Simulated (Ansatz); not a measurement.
ZnSe:
```
ZnSe
1.0
    0.00000     2.83264     2.83264
    2.83264     0.00000     2.83264
    2.83264     2.83264     0.00000
Se Zn
1 1
Direct
  0.75000   0.75000   0.75000
  0.00000   0.00000   0.00000
```

Relaxed with r²SCAN. Special points in fractions of this cell's reciprocal vectors: Γ (0.000, 0.000, 0.000); X (0.500, 0.000, 0.500); U (0.625, 0.250, 0.625); K (0.375, 0.375, 0.750); L (0.500, 0.500, 0.500); W (0.500, 0.250, 0.750).

### Question
List the band energies nearest the valence-band maximum at these points for r²SCAN in the plane-wave PAW code Ansatz.

### Answer
In eV from the valence-band maximum; about four levels below and three above (degenerate sets whole), none deeper than 8.9 eV; … stands for higher levels left out; points with the same levels are listed once.

```
k                       below            above
-  --------------------------  ---------------
Γ  -6.29 -6.29 0.00 0.00 0.00           1.87 …
X     -6.11 -4.80 -2.24 -2.24  3.34 3.88 11.50
U     -6.02 -4.76 -3.15 -1.83   3.99 6.06 9.65
L     -6.13 -5.31 -0.89 -0.89   3.05 6.87 6.87
W     -5.99 -4.72 -2.83 -2.71   5.83 6.08 7.59
```

Space group F-43m (zinc blende). The r²SCAN relaxation kept the symmetry of its start. Scalar-relativistic: spin–orbit coupling is off unless named, which matters more the heavier the elements.

Potentials: the later of the program's two PAW sets.
